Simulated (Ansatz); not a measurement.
Ga$_{2}$O$_{3}$ (corundum)

```
CELL_PARAMETERS angstrom
      2.52897     1.46010     4.54140
     -2.52897     1.46010     4.54140
      0.00000    -2.92020     4.54140
ATOMIC_POSITIONS crystal
  Ga 0.35584 0.35584 0.35584
  Ga 0.14416 0.14416 0.14416
  Ga 0.64416 0.64416 0.64416
  Ga 0.85584 0.85584 0.85584
  O  0.55310 0.94690 0.25000
  O  0.25000 0.55310 0.94690
  O  0.94690 0.25000 0.55310
  O  0.44690 0.05310 0.75000
  O  0.75000 0.44690 0.05310
  O  0.05310 0.75000 0.44690
```

E(V) scan at fixed shape, V₀ the volume above. The atoms relax within the cell's symmetry.

The numbers are results of PBE (plane waves to 420 eV, PAW, scalar-relativistic; Ansatz, an electronic-structure program), not measurements. k mesh 8×8×8 (Γ-centred), Fermi-Dirac smearing 0.05 eV. The energy includes the smearing's −TS. Stress and pressure are positive under compression. With the shape held, the modulus is that of even scaling; a crystal free to change shape is softer. Ga2O3 was relaxed with its symmetry unable to fall. The PAW data are Ansatz's earlier set. ΔE is measured from the relaxed starting cell.

| V (Å³/atom) | ΔE (meV/atom) |
|---|---|
| 9.458 | 25.4 |
| 9.609 | 13.9 |
| 9.760 | 6.0 |
| 9.911 | 1.5 |
| 10.062 | 0.0 |
| 10.213 | 1.4 |
| 10.363 | 5.4 |
| 10.514 | 11.7 |
| 10.665 | withheld |

Task: Fit a third-order Birch-Murnaghan form (E₀, V₀, B₀, B₀′ free) to the given rows and predict ΔE at V = 10.665.

Result: Least squares on the 8 given rows: ΔE = E₀ + (9V₀B₀/16)·y²·[2 + (B₀′ − 4)y], y = (V₀/V)^(2/3) − 1, with V₀ = 10.062 Å³/atom, B₀ = 200.0 GPa (160.2 GPa = 1 eV/Å³; the term in eV is multiplied by 1000), B₀′ = 4.60, E₀ = 0.03 meV/atom; root-mean-square residual 0.03 meV/atom. At 10.665 the fit gives 20.3 meV/atom; the calculation gives 20.3 meV/atom, the same to the digits shown. For the pressure the fit gives -10.2 GPa against the computed -10.2 GPa.

(A scan under strain: stresses follow from slopes of the energy per volume, elastic moduli from its curvatures.)
